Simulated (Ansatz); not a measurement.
## What internal relaxation does to the elastic constants of Ti$_{3}$Al$_{5}$

Theory: DFT LDA, scalar-relativistic, plane waves, PAW in Ansatz. Cutoff 420 eV, 10×10×4 k-points (Γ-centred), Fermi-Dirac smearing of 0.15 eV. No spin polarisation.

Equilibrium structure at this level:
```xyz
8
Lattice="3.8548 0.0000 0.0000 0.0000 3.8548 0.0000 0.0000 0.0000 8.1886" Properties=species:S:1:pos:R:3 pbc="T T T"
Ti    0.0000    0.0000    4.0943
Ti    1.9274    1.9274    0.0000
Ti    1.9274    1.9274    4.0943
Al    0.0000    1.9274    2.0659
Al    0.0000    1.9274    6.1227
Al    1.9274    0.0000    2.0659
Al    1.9274    0.0000    6.1227
Al    0.0000    0.0000    0.0000
```

In a metal, frequencies and elastic constants depend on the k mesh and the smearing, soft modes and shear constants most.

Clamped-ion constants (GPa, Voigt order; atoms follow the strain homogeneously):
```
198.1  90.9  75.1   0.0   0.0   0.0
 90.9 198.1  75.1   0.0   0.0   0.0
 75.1  75.1 213.4   0.0   0.0   0.0
  0.0   0.0   0.0 105.8   0.0   0.0
  0.0   0.0   0.0   0.0 105.8   0.0
  0.0   0.0   0.0   0.0   0.0 101.9
```

What are the constants once the atoms relax in each strained cell?

Results:

C11 = 196.3, C12 = 89.5, C13 = 74.2, C22 = 196.3, C23 = 74.2, C33 = 212.9, C44 = 103.3, C55 = 103.3, C66 = 101.9 GPa; the others vanish.
The Voigt shear modulus goes from 87.3 to 86.2 GPa and the Voigt bulk modulus from 121.3 to 120.1 GPa. Relaxation subtracts ΛᵀK⁻¹Λ/V, with Λ the forces that a strain puts on the atoms and K the zone-centre force constants. At a stable cell this can only lower the diagonal constants, and it acts only for strains that share their symmetry with an optical mode; elsewhere, and where the coupling is weak, the constants hardly move.

Cost: 2 runs of about 20 core-minutes in all, on Intel Xeon Processor @ 2.50GHz (Skylake/Cascade Lake), Oxide Virtual Turin-like Processor (Zen 5) (shared hosts).